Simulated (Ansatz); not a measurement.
**Question.** Each is relaxed and computed with DFT-r²SCAN in the program Ansatz with PAW potentials. Which is the only one with a gap?
(A) Fe3Ge2, P-3m1 (Fe on 2d, Fe on 1b, Ge on 2d)
(B) Li4Ge2B, R3m (Pearson symbol hR7)
(C) LiC6, Cmmm (C on 4i, C on 4i, C on 4i, Li on 2c)
(D) Li2HfN2, P-3m1 (Li on 2d, Hf on 1a, N on 2d)

**Answer.** D, Li2HfN2, P-3m1 (Li on 2d, Hf on 1a, N on 2d). Li2HfN2: gap 2.27 eV (indirect); Li4Ge2B: metal; Fe3Ge2: metal; LiC6: metal. Spin orders computed, not proven ground states: Fe3Ge2, P-3m1 (Fe on 2d, Fe on 1b, Ge on 2d) ferromagnetic. Typed or built starts, not in the databases checked: LiC6, Cmmm (C on 4i, C on 4i, C on 4i, Li on 2c). Standing as an ambient phase not checked: Li2HfN2, P-3m1 (Li on 2d, Hf on 1a, N on 2d); Li4Ge2B, R3m (Pearson symbol hR7); Fe3Ge2, P-3m1 (Fe on 2d, Fe on 1b, Ge on 2d). All cells were relaxed under the symmetry of their starts (and spin orders); stability against distortions was not tested throughout. Rows with no word on spin ran without spin polarisation. Spin–orbit coupling is left out wherever it is not named.

Potentials: the later of the program's two PAW sets.
